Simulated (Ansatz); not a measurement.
LuB2Os3 in space group P6/mmm (No. 191; B on 2c, Os on 3g, Lu on 1a) under volume change, r²SCAN in the plane-wave PAW code Ansatz, shape and atoms relaxed at each volume.

```json
[
 {"V (Å³/atom)": "11.924", "E − E(relaxed) (meV/atom)": "109.2", "P (GPa)": "32.26"},
 {"V (Å³/atom)": "12.317", "E − E(relaxed) (meV/atom)": "45.8", "P (GPa)": "19.74"},
 {"V (Å³/atom)": "12.710", "E − E(relaxed) (meV/atom)": "___", "P (GPa)": "___"},
 {"V (Å³/atom)": "13.103", "E − E(relaxed) (meV/atom)": "0.0", "P (GPa)": "0.00"},
 {"V (Å³/atom)": "13.496", "E − E(relaxed) (meV/atom)": "9.7", "P (GPa)": "-7.73"},
 {"V (Å³/atom)": "13.889", "E − E(relaxed) (meV/atom)": "___", "P (GPa)": "___"},
 {"V (Å³/atom)": "14.282", "E − E(relaxed) (meV/atom)": "79.2", "P (GPa)": "-19.91"}
]
```

### Question
Complete the blanks.

### Answer

- 13.889, E − E(relaxed) (meV/atom): 37.0
- 13.889, P (GPa): -14.31
- 12.710, E − E(relaxed) (meV/atom): 10.8
- 12.710, P (GPa): 9.08

### Question
What does a third-order Birch–Murnaghan fit give for V₀, B₀ and B′?

### Answer
V₀ = 13.10 Å³/atom, B₀ = 279 GPa, B′ = 4.3.

The workflow started from an entry of the Crystallography Open Database (COD). Its standing as an ambient phase is unchecked. The r²SCAN relaxation kept the symmetry of its start; its stability against distortions is not shown here. The run is not spin-polarised. Scalar-relativistic: spin–orbit coupling is off unless named, which matters more the heavier the elements.

Potentials: the later of the program's two PAW sets.
